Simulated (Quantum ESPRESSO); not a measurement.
## Si3O4FN (finding a planted mistake in a log)

A calculation, not a measurement. The program is pw.x of Quantum ESPRESSO 7.5 (plane-wave density functional theory). The cell is made up: 9 atoms on a quartz lattice, with randomly drawn elements, strain and displacements, not relaxed. PseudoDojo standard norm-conserving files (v0.5 for PBE, v0.4.1 for LDA and PBEsol) set the functional; there is no spin polarisation, spin-orbit coupling or dispersion term, and the masses in the input are unused placeholders.

Intended input:

```
&control calculation='scf', pseudo_dir='./dojo.nc.sr.pbe.v0_5.standard.upf', outdir='./o', disk_io='medium', tprnfor=.true., tstress=.true. /
&system ibrav=0, nat=9, ntyp=4, nbnd=30, ecutwfc=84.00895049, nosym=.true., tot_charge=0,
 occupations='smearing', smearing='fd', degauss=0.0018374661
/
&electrons conv_thr=7.350e-09, electron_maxstep=60, /
ATOMIC_SPECIES
F 1.0 F.upf
N 1.0 N.upf
O 1.0 O.upf
Si 1.0 Si.upf
CELL_PARAMETERS angstrom
5.0695 0.0624 -0.0046
-2.4807 4.3269 0.0226
-0.005 0.0257 5.4993
ATOMIC_POSITIONS angstrom
Si 2.3581 0.0321 3.6534
Si -1.1597 2.0478 1.9399
Si 1.4314 2.3224 -0.0007
O 1.4746 1.1865 4.402
O 3.3535 0.6643 2.4893
F 2.8831 2.6175 0.6753
O 0.2412 1.7659 1.1536
N -1.0557 3.155 3.0337
O 0.8696 3.7585 4.8357
K_POINTS automatic
5 5 4 1 1 1
```

The log is shortened where brackets say so; the opening notice, blank lines, dates and the lines on written files are dropped, and the path of the files is cut. It prints rydbergs, bohrs and kilobars, and counts compression as positive stress. Where no state is partly filled, the Fermi energy that it prints is only some level between the filled and the empty states on the mesh, and need not lie in the true gap.

Log of the intended run:

```
     Program PWSCF v.7.5
     Parallel version (MPI & OpenMP), running on       1 processor cores
     Number of MPI processes:                 1
     Threads/MPI process:                     1
     [start-up lines left out]
     bravais-lattice index     =            0
     lattice parameter (alat)  =       9.5807  a.u.
     unit-cell volume          =     819.7665 (a.u.)^3
     number of atoms/cell      =            9
     number of atomic types    =            4
     number of electrons       =        48.00
     number of Kohn-Sham states=           30
     kinetic-energy cutoff     =      84.0090  Ry
     charge density cutoff     =     336.0358  Ry
     scf convergence threshold =      7.3E-09
     mixing beta               =       0.7000
     number of iterations used =            8  plain     mixing
     Exchange-correlation= PBE
                           (   1   4   3   4   0   0   0)
     [axes and pseudopotential details left out]
   Cartesian axes
     site n.     atom                  positions (alat units)
         1        Si     tau(   1) = (   0.4651189   0.0063315   0.7206079  )
         2        Si     tau(   2) = (  -0.2287428   0.4039144   0.3826319  )
         3        Si     tau(   3) = (   0.2823338   0.4580774  -0.0001381  )
         4        O      tau(   4) = (   0.2908547   0.2340289   0.8682641  )
         5        O      tau(   5) = (   0.6614547   0.1310286   0.4909972  )
         6        F      tau(   6) = (   0.5686716   0.5162838   0.1331983  )
         7        O      tau(   7) = (   0.0475750   0.3483116   0.2275396  )
         8        N      tau(   8) = (  -0.2082295   0.6223019   0.5983764  )
         9        O      tau(   9) = (   0.1715226   0.7413382   0.9538084  )
     number of k points=    50  Fermi-Dirac smearing, width (Ry)=  0.0018
                       cart. coord. in units 2pi/alat
        k(    1) = (   0.0979852   0.1727501   0.1145211), wk =   0.0400000
        k(    2) = (   0.0982076   0.1716737   0.3450051), wk =   0.0400000
     [further k points left out]
     Dense  grid:    85275 G-vectors     FFT dimensions: (  60,  60,  64)
     Estimated max dynamical RAM per process >     110.25 MB
     Initial potential from superposition of free atoms
     starting charge      47.9981, renormalised to      48.0000
     Starting wfcs are   36 randomized atomic wfcs
     total cpu time spent up to now is       12.5 secs
     per-process dynamical memory:    68.8 Mb
     Self-consistent Calculation
     iteration #  1     ecut=    84.01 Ry     beta= 0.70
     Davidson diagonalization with overlap
     ethr =  1.00E-02,  avg # of iterations =  3.0
     total cpu time spent up to now is       43.0 secs
     total energy              =    -227.21224073 Ry
     estimated scf accuracy    <       2.68592104 Ry
     iteration #  2     ecut=    84.01 Ry     beta= 0.70
     Davidson diagonalization with overlap
     ethr =  5.60E-03,  avg # of iterations =  3.0
     total cpu time spent up to now is       78.5 secs
     total energy              =    -227.87903362 Ry
     estimated scf accuracy    <       2.28390936 Ry
     [iterations 3 to 10 left out]
     iteration # 11     ecut=    84.01 Ry     beta= 0.70
     Davidson diagonalization with overlap
     ethr =  2.13E-10,  avg # of iterations =  3.6
     total cpu time spent up to now is      373.1 secs
     total energy              =    -228.34598117 Ry
     estimated scf accuracy    <       0.00000002 Ry
     iteration # 12     ecut=    84.01 Ry     beta= 0.70
     Davidson diagonalization with overlap
     ethr =  3.39E-11,  avg # of iterations =  2.0
     total cpu time spent up to now is      408.4 secs
     End of self-consistent calculation
     [lines on levels left out]
     the Fermi energy is     5.3964 ev
!    total energy              =    -228.34598117 Ry
     estimated scf accuracy    <          1.3E-09 Ry
     smearing contrib. (-TS)   =       0.00000000 Ry
     internal energy E=F+TS    =    -228.34598117 Ry
     The total energy is F=E-TS. E is the sum of the following terms:
     one-electron contribution =    -112.87776706 Ry
     hartree contribution      =      81.18274752 Ry
     xc contribution           =     -60.79786365 Ry
     ewald contribution        =    -135.85309798 Ry
     convergence has been achieved in  12 iterations
     Forces acting on atoms (cartesian axes, Ry/au):
     atom    1 type  4   force =    -0.01201850   -0.05986984   -0.06175093
     atom    2 type  4   force =     0.10489008   -0.08746514    0.09729366
     atom    3 type  4   force =    -0.24484002    0.00567485   -0.03890839
     atom    4 type  3   force =     0.02563850    0.02243471    0.02286261
     atom    5 type  3   force =    -0.00946383    0.03611060   -0.03778030
     atom    6 type  1   force =    -0.00945373    0.01731447   -0.02941252
     atom    7 type  3   force =     0.09899561    0.02233844   -0.09349218
     atom    8 type  2   force =    -0.01859928    0.09075096    0.07155151
     atom    9 type  3   force =     0.06485116   -0.04728904    0.06963655
     Total force =     0.383332     Total SCF correction =     0.000048
     Computing stress (Cartesian axis) and pressure
          total   stress  (Ry/bohr**3)                   (kbar)     P=        6.12
  -0.00003023  -0.00017568   0.00042701           -4.45      -25.84       62.82
  -0.00017568  -0.00000269   0.00044374          -25.84       -0.40       65.28
   0.00042701   0.00044374   0.00015772           62.82       65.28       23.20
     init_run     :     11.45s CPU     12.40s WALL (       1 calls)
     electrons    :    368.67s CPU    395.90s WALL (       1 calls)
     forces       :      6.56s CPU      6.64s WALL (       1 calls)
     stress       :     25.12s CPU     25.20s WALL (       1 calls)
     [timing details left out]
     PWSCF        :   6m52.08s CPU   7m21.28s WALL
     JOB DONE.
```

A second run was made from an input with one planted mistake. Its log:

```
     Program PWSCF v.7.5
     Parallel version (MPI & OpenMP), running on       4 processor cores
     Number of MPI processes:                 4
     Threads/MPI process:                     1
     [start-up lines left out]
     bravais-lattice index     =            0
     lattice parameter (alat)  =       9.4590  a.u.
     unit-cell volume          =     788.9221 (a.u.)^3
     number of atoms/cell      =            9
     number of atomic types    =            4
     number of electrons       =        48.00
     number of Kohn-Sham states=           30
     kinetic-energy cutoff     =      84.0090  Ry
     charge density cutoff     =     336.0358  Ry
     scf convergence threshold =      7.3E-09
     mixing beta               =       0.7000
     number of iterations used =            8  plain     mixing
     Exchange-correlation= PBE
                           (   1   4   3   4   0   0   0)
     [axes and pseudopotential details left out]
   Cartesian axes
     site n.     atom                  positions (alat units)
         1        Si     tau(   1) = (   0.4651301   0.0063331   0.7206101  )
         2        Si     tau(   2) = (  -0.2287492   0.4039172   0.3826405  )
         3        Si     tau(   3) = (   0.2823305   0.4580778  -0.0001398  )
         4        O      tau(   4) = (   0.2908612   0.2340235   0.8682682  )
         5        O      tau(   5) = (   0.6614549   0.1310364   0.4910018  )
         6        F      tau(   6) = (   0.5686766   0.5162940   0.1331940  )
         7        O      tau(   7) = (   0.0475679   0.3483182   0.2275306  )
         8        N      tau(   8) = (  -0.2082317   0.6222978   0.5983840  )
         9        O      tau(   9) = (   0.1715320   0.7413473   0.9538144  )
     number of k points=    50  Fermi-Dirac smearing, width (Ry)=  0.0018
                       cart. coord. in units 2pi/alat
        k(    1) = (   0.0979844   0.1727517   0.1145183), wk =   0.0400000
        k(    2) = (   0.0982049   0.1716749   0.3449997), wk =   0.0400000
     [further k points left out]
     Dense  grid:    82061 G-vectors     FFT dimensions: (  60,  60,  60)
     Estimated max dynamical RAM per process >     166.98 MB
     Estimated total dynamical RAM >     607.80 MB
     Initial potential from superposition of free atoms
     starting charge      47.9981, renormalised to      48.0000
     Starting wfcs are   36 randomized atomic wfcs
     total cpu time spent up to now is        2.8 secs
     per-process dynamical memory:   130.9 Mb
     Self-consistent Calculation
     iteration #  1     ecut=    84.01 Ry     beta= 0.70
     Davidson diagonalization with overlap
     ethr =  1.00E-02,  avg # of iterations =  3.0
     total cpu time spent up to now is        7.7 secs
     total energy              =    -227.20643885 Ry
     estimated scf accuracy    <       2.71999365 Ry
     iteration #  2     ecut=    84.01 Ry     beta= 0.70
     Davidson diagonalization with overlap
     ethr =  5.67E-03,  avg # of iterations =  3.0
     total cpu time spent up to now is       12.4 secs
     total energy              =    -227.91342256 Ry
     estimated scf accuracy    <       2.10012037 Ry
     [iterations 3 to 10 left out]
     iteration # 11     ecut=    84.01 Ry     beta= 0.70
     Davidson diagonalization with overlap
     ethr =  4.76E-11,  avg # of iterations =  4.4
     total cpu time spent up to now is       55.3 secs
     total energy              =    -228.33775363 Ry
     estimated scf accuracy    <       0.00000004 Ry
     iteration # 12     ecut=    84.01 Ry     beta= 0.70
     Davidson diagonalization with overlap
     ethr =  4.76E-11,  avg # of iterations =  3.0
     total cpu time spent up to now is       59.5 secs
     End of self-consistent calculation
     [lines on levels left out]
     the Fermi energy is     5.8639 ev
!    total energy              =    -228.33775363 Ry
     estimated scf accuracy    <          4.8E-10 Ry
     smearing contrib. (-TS)   =       0.00000000 Ry
     internal energy E=F+TS    =    -228.33775363 Ry
     The total energy is F=E-TS. E is the sum of the following terms:
     one-electron contribution =    -110.05627340 Ry
     hartree contribution      =      80.34277756 Ry
     xc contribution           =     -61.02243231 Ry
     ewald contribution        =    -137.60182548 Ry
     convergence has been achieved in  12 iterations
     Forces acting on atoms (cartesian axes, Ry/au):
     atom    1 type  4   force =    -0.01306592   -0.05834882   -0.06412134
     atom    2 type  4   force =     0.10014242   -0.09895743    0.08654495
     atom    3 type  4   force =    -0.25183063    0.00874591   -0.02960471
     atom    4 type  3   force =     0.01491800    0.02042692    0.01478682
     atom    5 type  3   force =    -0.00510553    0.02424241   -0.04717520
     atom    6 type  1   force =     0.00065872    0.02580997   -0.03209735
     atom    7 type  3   force =     0.11311458    0.01483560   -0.09758128
     atom    8 type  2   force =    -0.03304050    0.10073930    0.08924743
     atom    9 type  3   force =     0.07420888   -0.03749385    0.08000068
     Total force =     0.399774     Total SCF correction =     0.000018
     Computing stress (Cartesian axis) and pressure
          total   stress  (Ry/bohr**3)                   (kbar)     P=       74.28
   0.00038300  -0.00016474   0.00044120           56.34      -24.23       64.90
  -0.00016474   0.00050857   0.00054184          -24.23       74.81       79.71
   0.00044120   0.00054184   0.00062334           64.90       79.71       91.70
     init_run     :      2.56s CPU      2.70s WALL (       1 calls)
     electrons    :     56.44s CPU     56.77s WALL (       1 calls)
     forces       :      0.98s CPU      0.98s WALL (       1 calls)
     stress       :      3.00s CPU      3.01s WALL (       1 calls)
     [timing details left out]
     PWSCF        :   1m 3.07s CPU   1m 3.63s WALL
     JOB DONE.
```

Question: what was wrong in the second input?

Answer: the cell and the positions are scaled by a wrong factor. The input lines that differ, file-writing options aside:

```
- 5.0695 0.0624 -0.0046
+ 5.0051 0.0616 -0.0045
- -2.4807 4.3269 0.0226
+ -2.4492 4.2719 0.0223
- -0.005 0.0257 5.4993
+ -0.0049 0.0254 5.4295
- Si 2.3581 0.0321 3.6534
+ Si 2.3282 0.0317 3.607
- Si -1.1597 2.0478 1.9399
+ Si -1.145 2.0218 1.9153
- Si 1.4314 2.3224 -0.0007
+ Si 1.4132 2.2929 -0.0007
- O 1.4746 1.1865 4.402
+ O 1.4559 1.1714 4.3461
- O 3.3535 0.6643 2.4893
+ O 3.3109 0.6559 2.4577
- F 2.8831 2.6175 0.6753
+ F 2.8465 2.5843 0.6667
- O 0.2412 1.7659 1.1536
+ O 0.2381 1.7435 1.1389
- N -1.0557 3.155 3.0337
+ N -1.0423 3.1149 2.9952
- O 0.8696 3.7585 4.8357
+ O 0.8586 3.7108 4.7743
```

|  | intended run | run with the mistake |
| --- | --- | --- |
| free energy (eV) | -3106.805 | -3106.693 |
| smearing term -TS (eV) | 0.0000 | 0.0000 |
| pressure (GPa) | 0.61 | 7.43 |
| largest force component (eV/Å) | 6.295 | 6.475 |
| largest change of a force component (eV/Å) |  | 0.455 |
| iterations | 12 | 12 |

For scale, a rerun of the intended cell at 1437 eV and a 7 x 7 x 6 mesh moved values by no more than 0.002 eV in energy, 0.02 GPa in stress and 0.002 eV/Å in force.